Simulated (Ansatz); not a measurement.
Cs2VHO4:
Space group Cmc2₁ (No. 36); a = 5.3546 Å, b = 13.4460 Å, c = 8.7115 Å, α = 90.00°, β = 90.00°, γ = 90.00°

```json
[
 {"atom": "Cs", "site": "4a", "symmetry": "m..", "x": "0.0000", "y": "0.6344", "z": "0.4394"},
 {"atom": "Cs", "site": "4a", "symmetry": "m..", "x": "0.0000", "y": "0.0544", "z": "0.1131"},
 {"atom": "V", "site": "4a", "symmetry": "m..", "x": "0.0000", "y": "0.3307", "z": "0.3755"},
 {"atom": "H", "site": "4a", "symmetry": "m..", "x": "0.0000", "y": "0.1298", "z": "0.7886"},
 {"atom": "O", "site": "4a", "symmetry": "m..", "x": "0.0000", "y": "0.6321", "z": "0.0588"},
 {"atom": "O", "site": "8b", "symmetry": "1", "x": "0.2738", "y": "0.3771", "z": "0.2888"},
 {"atom": "O", "site": "4a", "symmetry": "m..", "x": "0.0000", "y": "0.2062", "z": "0.3680"}
]
```
(The calculation used a cell of 16 atoms; values per cell refer to that cell.)

This is the r²SCAN-relaxed structure.

Q: All from plane-wave PAW r²SCAN (Ansatz code), unless another level is named. Estimate the hole effective mass.

A: 1.8, 4.6, 5.7 mₑ (principal values).

Q: Give the electron effective mass.

A: 1.9, 9.2, 9.2 mₑ (principal values).

Q: Predict the weight of the valence-edge state by species (Voronoi cells).

A: O 93 %, Cs 4 %.

Space group Cmc2_1. The first step of the workflow began from a Materials Project structure, measured or hypothetical; the Crystallography Open Database copy checked does not list it. Whether it is the stable phase at ambient conditions was not checked. Symmetry was held in the r²SCAN relaxation; whether a distortion lowers the energy is not shown. The run is not spin-polarised. No Hubbard U is applied. Spin–orbit coupling is left out wherever it is not named.

Potentials: the later of the program's two PAW sets.

Edges and masses are those of Kohn–Sham bands, whose gap is no quasiparticle gap.
